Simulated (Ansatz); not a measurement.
Computed with Ansatz, not measured. Plane-wave DFT: an element X is put into a periodic supercell of the crystal below and the atoms relax. X is one of the candidates, and is told by the neutral defect's formation energy over the elements (uncorrected), its moments where the run had spin, and its relaxed neighbours, eight at most.

```
cell
1.0
     2.6225   -4.3103    0.0000
     2.6225    4.3103    0.0000
     0.0000    0.0000    3.9672
La Ni Rh
1 3 2
Direct
  0.5000 0.5000 0.0000
  0.1560 0.8440 0.0000
  0.8440 0.1560 0.0000
  0.0000 0.0000 0.5000
  0.0000 0.5000 0.5000
  0.5000 0.0000 0.5000
```

host atoms in supercell: 24
functional: PBEsol
wave cutoff: 420 eV
k mesh: 4, 4, 3
k shift: 0.5, 0.5, 0 mesh steps
gaussian smearing: 0.05 eV
start displacement: 0 angstrom
electrons started on: no chosen atoms
candidate elements: Na, Mg, Cl, Ca, Y, In
found formation energy: 3.659 eV
found largest move from host sites: 0.176 angstrom

| supercell vector | supercell times a (host cell vectors) | supercell times b (host cell vectors) | supercell times c (host cell vectors) |
| --- | --- | --- | --- |
| A | 1 | 1 | -1 |
| B | -1 | -1 | -1 |
| C | -1 | 1 | 0 |

```
change element  change kind  change place a (host cell vectors)  change place b (host cell vectors)  change place c (host cell vectors)
             X        on La                                -0.5                                 0.5                                  -1
```

| found neighbour element | found neighbour distance (angstrom) |
| --- | --- |
| Ni | 2.789 |
| Ni | 2.789 |
| Ni | 2.829 |
| Ni | 2.829 |
| Ni | 2.829 |
| Ni | 2.829 |
| Rh | 3.238 |
| Rh | 3.238 |

Problem. Which element is X?

Solution. Na.

Caveats: a metal with Cr, Mn, Fe, Co or Ni was run without spin, and may be magnetic; the atoms kept the symmetry of the start, so a distorted state could lie lower; the supercell is small.
